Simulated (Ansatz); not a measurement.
LiGeN:
```
LiGeN
1.0
    2.98692     0.00000     0.00000
   -1.49346     2.58675     0.00000
    0.00000     0.00000     9.35380
Li Ge N
2 2 2
Direct
  0.66667   0.33333   0.74324
  0.33333   0.66667   0.24324
  0.00000   0.00000   0.49881
  0.00000   0.00000   0.99881
  0.33333   0.66667   0.60259
  0.66667   0.33333   0.10259
```

Cartesian axes are those of the cell as given.

Task: Give the high-frequency dielectric tensor and the Born effective charge tensors of the independent atoms from DFPT, plane-wave PAW r²SCAN (Ansatz code).

Result: 
ε∞:
```
7.95  0.00  0.00
0.00  7.95  0.00
0.00  0.00  5.35
```
Z* of atom 1 (Li), rows: field, columns: displacement, in e:
```
1.02  0.00  0.00
0.00  1.02  0.00
0.00  0.00  1.60
```
Z* of atom 3 (Ge), rows: field, columns: displacement, in e:
```
2.33  0.00  0.00
0.00  2.33  0.00
0.00  0.00  0.55
```
Z* of atom 5 (N), rows: field, columns: displacement, in e:
```
-3.34   0.00   0.00
 0.00  -3.34   0.00
 0.00   0.00  -2.15
```

Static charges for comparison (Bader): Li1 +0.89, Ge3 +0.86, N5 -1.74 e. Born charges measure polarisation by displacement and can exceed these by far.

Space group P6_3mc. The workflow started from a Materials Project entry (that database holds measured and hypothetical structures alike); the Crystallography Open Database copy checked does not list it. Its standing as an ambient phase is unchecked. The r²SCAN relaxation kept the symmetry of its start; its stability against distortions is not shown here. Scalar-relativistic: spin–orbit coupling is off unless named, which matters more the heavier the elements.

Potentials: the later of the program's two PAW sets.
